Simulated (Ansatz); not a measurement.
101Ru nuclear quadrupole resonance in Ru at a changed volume

Cell: an entry of the Crystallography Open Database (COD), relaxed with PBE at fixed cell and then changed (volume scaled by 1.04, ions relaxed).

```cif
data_structure
_symmetry_space_group_name_H-M 'P 1'
_symmetry_Int_Tables_number 1
_cell_length_a 2.7414
_cell_length_b 2.7414
_cell_length_c 4.3382
_cell_angle_alpha 90.000
_cell_angle_beta 90.000
_cell_angle_gamma 120.000
_cell_volume 28.24
loop_
_atom_site_label
_atom_site_type_symbol
_atom_site_fract_x
_atom_site_fract_y
_atom_site_fract_z
_atom_site_occupancy
Ru1 Ru 0.33333 0.66667 0.25000 1
Ru2 Ru 0.66667 0.33333 0.75000 1
```

Atoms are numbered from 1 in the order listed; like atoms form one site, named after its first atom.

Method: Kohn–Sham DFT in Ansatz, PBE, plane waves and PAW, scalar-relativistic, 420 eV cutoff, Γ-centred 20×20×11 k-points, Fermi–Dirac smearing 0.05 eV.

101Ru: I = 5/2, Q = 457.0 mb (year-2017 value). Static lattice, zero field.

(1) Predict the zero-field 101Ru lines of each site.

(2) And for ⁹⁹Ru (I = 5/2, Q = 79.00 mb) on Ru?

## Answers

(1) For I = 5/2 and η = 0 the lines are 3|C_Q|/20 and twice that; η pulls their ratio below 2.

```csv
site,atoms,V_zz (10²¹ V/m²),C_Q (MHz),η,line frequencies (MHz)
Ru,"1, 2",-1.10,-12.1,0.00,"1.82, 3.64"
```

(2) C_Q scales with Q to -2.10 MHz, with lines at 0.314, 0.629 MHz.

An axis of threefold or higher order runs through Ru, so V_zz lies along it and η is zero.

The run finds no gap above 0.1 eV (a metal, or nearly one), so the gradients can move by 10 % or more with the k-mesh. Without spin–orbit coupling (the program notes it for Ru) the gradients can shift somewhat, as the gap is small. With these PAW files V_zz is typically within 2 to 3 % of all-electron values, but misses above 10 % occur on Ru. At this changed cell the PBE pressure is -7 GPa.
